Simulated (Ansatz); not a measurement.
Values for one crystal, relaxed and computed with LDA (plane waves, PAW; program Ansatz); other levels are named.

| Quantity | Value |
|---|---|
| Volume per atom | 15.54 Å³ |
| Band gap | 3.73 eV (indirect) |
| Young's modulus | 130 GPa |
| Zone-centre stability | no imaginary mode at Γ |
| Bulk modulus (Birch–Murnaghan fit) | 124 GPa |
| Mechanical stability | stable (all eigenvalues of C positive) |
| Hill bulk and shear moduli | 132 and 48.6 GPa |

Q: Pick the material that matches.
(A) MgO, rock salt
(B) SiO2, Pn-3m (Si on 2a, O on 4b)
(C) La2O3, La2O3 or Ni2Al3 type
(D) HfO2, P4_2/nmc (Hf on 2a, O on 4d)

A: C, La2O3, La2O3 or Ni2Al3 type

Space group P-3m1 (La2O3 or Ni2Al3 type). The cell was relaxed with LDA under the symmetry of its start. Scalar-relativistic: spin–orbit coupling is off unless named, which matters more the heavier the elements.

Potentials: the earlier of the program's two PAW sets. The files were generated under PBE; for other functionals the program regenerates the frozen cores, and for LDA and PBEsol the local potential too.
